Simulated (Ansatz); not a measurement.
TiAl (CsCl type, Pm-3m), PBEsol in the plane-wave PAW code Ansatz, all energies at zero smearing, with the estimated change up to a 700 eV cutoff added, with one set of potentials and settings (totals compare only within such a set). Cell of 2 atoms (1 Ti, 1 Al): -2998.993 eV.

```json
[
 {"element": "Ti", "reference phase": "P6/mmm, 3 atoms in the cell", "E (eV/atom)": "-2473.9163"},
 {"element": "Al", "reference phase": "Fm-3m, 1 atoms in the cell", "E (eV/atom)": "-524.5512"}
]
```

Formation energy per atom, worked out: (-2998.993 − 1×(-2473.9163) − 1×(-524.5512))/2 = -0.263 eV/atom (-25 kJ per mol of atoms), at 0 K, without zero-point energy or fitted corrections.

The workflow started from a Materials Project entry (that database holds measured and hypothetical structures alike); the Crystallography Open Database copy checked does not list it. It is not the phase usual at ambient conditions (space group No. 123). The PBEsol relaxation kept the symmetry of its start. At this level the phase is mechanically unstable. No spin polarisation was allowed. The references are the lowest solids computed at this level, not always the standard phases.

Potentials: the earlier of the program's two PAW sets. The files were generated under PBE; for other functionals the program regenerates the frozen cores, and for LDA and PBEsol the local potential too.
